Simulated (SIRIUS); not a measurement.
Set-up for a self-consistent single point of Ta2Si (I4/mcm, 12 atoms in the cell; from Materials Project mp-2783, changed as shown).

```xyz
12
Lattice="6.1821 0.0000 0.0000 0.0000 6.1821 0.0000 0.0000 0.0000 5.0527" Properties=species:S:1:pos:R:3 pbc="T T T"
Ta     2.0797     1.0113     2.5263
Ta     1.0113     2.0797     0.0000
Ta     5.1708     2.0797     2.5263
Ta     4.1024     1.0113     0.0000
Ta     5.1708     4.1024     0.0000
Ta     4.1024     5.1708     2.5263
Ta     2.0797     5.1708     0.0000
Ta     1.0113     4.1024     2.5263
Si     0.0000     0.0000     1.2632
Si     0.0000     0.0000     3.7895
Si     3.0911     3.0911     3.7895
Si     3.0911     3.0911     1.2632
```

All values come from this method and carry its errors: LDA (PW92), GBRV LDA ultrasoft pseudopotentials (plane waves; SIRIUS).

SIRIUS settings:

- parameters.ngridk: 4 4 4
- parameters.xc_functionals: [XC_LDA_X, XC_LDA_C_PW]
- parameters.gk_cutoff: 6.325 1/bohr
- parameters.pw_cutoff: 14.143 1/bohr
- parameters.smearing: fermi_dirac
- parameters.smearing_width: 0.00499791 Ha
- potentials: GBRV LDA ultrasoft pseudopotentials
- parameters.electronic_structure_method: pseudopotential
- parameters.num_bands: 72
- parameters.num_mag_dims: 0
- parameters.num_dft_iter: 100
- parameters.energy_tol: 1e-07 Ha
- parameters.density_tol: 1e-06
- mixer.type: broyden2
- mixer.beta: 0.7
- mixer.use_hartree: false

Results:

```
Property                                                  Result
------------------------------------------------  --------------
Number of valence electrons                                  120
Number of bands                                               72
Number of k-points after the program's reduction              18
Number of plane waves (most at a k-point)                   5588
Number of SCF iterations                                      24
FFT grid                                            60 × 60 × 45
Free energy E − TS                                -15980.0248 eV
Fermi level (on the code's own zero)                    17.13 eV
Pressure                                               -9.77 GPa
Largest force (vector length)                         0.098 eV/Å
```

Forces (eV/Å):
```json
[
 {"atom": "Ta1", "Fx": "0.069", "Fy": "-0.069", "Fz": "0.000"},
 {"atom": "Ta2", "Fx": "-0.069", "Fy": "0.069", "Fz": "0.000"},
 {"atom": "Ta3", "Fx": "0.069", "Fy": "0.069", "Fz": "0.000"},
 {"atom": "Ta4", "Fx": "-0.069", "Fy": "-0.069", "Fz": "0.000"},
 {"atom": "Ta5", "Fx": "0.069", "Fy": "-0.069", "Fz": "0.000"},
 {"atom": "Ta6", "Fx": "-0.069", "Fy": "0.069", "Fz": "0.000"},
 {"atom": "Ta7", "Fx": "0.069", "Fy": "0.069", "Fz": "0.000"},
 {"atom": "Ta8", "Fx": "-0.069", "Fy": "-0.069", "Fz": "0.000"},
 {"atom": "Si9", "Fx": "0.000", "Fy": "0.000", "Fz": "0.000"},
 {"atom": "Si10", "Fx": "0.000", "Fy": "0.000", "Fz": "0.000"},
 {"atom": "Si11", "Fx": "0.000", "Fy": "0.000", "Fz": "0.000"},
 {"atom": "Si12", "Fx": "0.000", "Fy": "0.000", "Fz": "0.000"}
]
```

Stress (GPa, positive for compression):
```
-10.23    0.00    0.00
  0.00  -10.23    0.00
  0.00    0.00   -8.83
```

For comparison: a first run was changed to give this one (lattice scaled by 0.98), and from it to this one the free energy falls by 87.6 meV/atom, the pressure goes from -20.43 to -9.77 GPa and the largest force goes from 0.015 to 0.098 eV/Å.

The structure comes from a collection of computed structures, made at another level of theory; the collection holds predicted forms beside known ones. Its lattice was then scaled. No clean gap shows at this smearing width and mesh (spacing up to 0.31 Å⁻¹); the mesh is coarse for partly filled bands, so the values carry mesh errors.

Cost on one core: around 6 core-minutes (rough).
